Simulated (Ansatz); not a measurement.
K3BAs2:
```cif
data_As8B4K12
_chemical_formula_sum 'K12 B4 As8'
_space_group_name_H-M_alt 'C2/c'
_space_group_IT_number 15
_space_group_name_Hall '-C 2yc'
_cell_length_a 9.58412
_cell_length_b 9.06996
_cell_length_c 9.22317
_cell_angle_alpha 90.000
_cell_angle_beta 111.613
_cell_angle_gamma 90.000
loop_
_atom_site_label
_atom_site_type_symbol
_atom_site_symmetry_multiplicity
_atom_site_Wyckoff_symbol
_atom_site_fract_x
_atom_site_fract_y
_atom_site_fract_z
_atom_site_occupancy
K1 K 8 f 0.29767 0.44677 0.01865 1
K2 K 4 e 0.00000 0.35326 0.25000 1
B1 B 4 e 0.00000 0.71676 0.25000 1
As1 As 8 f 0.36786 0.22181 0.35652 1
```
(The calculation used a cell of 12 atoms; values per cell refer to that cell.)

Relaxed at zero pressure with r²SCAN in the plane-wave PAW code Ansatz.

Question: The volume is raised by 9 % and shape and atoms relax at that volume. What pressure results, and how do the axes share the change?

Answer: -1.2 GPa; a 4.9 %, b 2.8 %, c 0.4 %; the energy rises by 12 meV/atom.

Question: Give the new structure.

Answer: 
Space group C2/c (No. 15); a = 10.051 Å, b = 9.323 Å, c = 9.264 Å, α = γ = 90.00°, β = 110.62°

```
atom  site  symmetry       x       y       z
----  ----  --------  ------  ------  ------
K       8f         1  0.2997  0.4479  0.0210
K       4e         2  0.0000  0.3594  0.2500
B       4e         2  0.0000  0.7180  0.2500
As      8f         1  0.3684  0.2226  0.3521
```

The phase is kept; no other phase was compared at this pressure.

The first step of the workflow began from a Materials Project structure, measured or hypothetical; the Crystallography Open Database copy checked does not list it. Whether it is the stable phase at ambient conditions was not checked. The cell was relaxed with r²SCAN under the symmetry of its start; whether a distortion lowers the energy is not shown.

Potentials: the later of the program's two PAW sets.
